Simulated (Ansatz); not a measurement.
**P₂OsRh₂: reading a single point**

```
P Rh Os
1.0
     5.62068    0.22463   -0.02301
    -0.44133    5.05642   -0.06274
     0.68294    1.00452    4.75824
P Rh Os
4 4 2
Direct
  0.44930 0.01112 0.52264
  0.53858 0.63616 0.40492
  0.36969 0.20715 0.10327
  0.19736 0.44137 0.38539
  0.69250 0.30582 0.72937
  0.84169 0.22529 0.23412
  0.92531 0.76022 0.49083
  0.10072 0.11735 0.79874
  0.58451 0.74030 0.90886
  0.13159 0.60571 0.92235
```

Single point in Ansatz 0.2.0 with r2SCAN, no spin polarisation. Cutoff 500 eV, PAW datasets, 3×4×4 (shifted by 0, 0, 0.5 steps) k mesh, fermi-dirac filling (width 0.1 eV).

**Charges.** Bader charges in e: P -0.00 to +0.08, Os +0.09, Rh -0.10 to -0.05. In the mean Os gives up most and Rh takes most.
**Stress.** The pressure is 11.7 GPa (compression positive), so with the atoms held at these fractions the cell would first expand; the forces are large, so a full relaxation may end otherwise. The principal stresses 4.7, 12.1, 18.4 GPa differ, so its shape would change too.
**Formation energy.** 0.34 eV an atom against the elements' usual phases (free molecules for gases, crystals otherwise, with no correction for O₂ or N₂), so at this geometry it isn't bound against them. Relaxing would lower it.
**At the Fermi level.** It is a metal on this mesh, though the bands barely overlap, with about 7.7 states/eV a cell as the mean within 0.25 eV of the Fermi level, mostly Rh d (42 %) and Os d (35 %).
**Forces.** The largest is on P4: 3.40 eV/Å, components (-3.01, 1.10, 1.15). It makes 126° with the line to a nearest neighbour, P2 at 2.14 Å.

Origin: a disordered cell, so it need not be a known compound. Caveats: many states at the Fermi level without spin polarisation, so a magnetic state may lie lower; the k mesh is coarse if the cell is a metal; atoms or cell far from equilibrium.
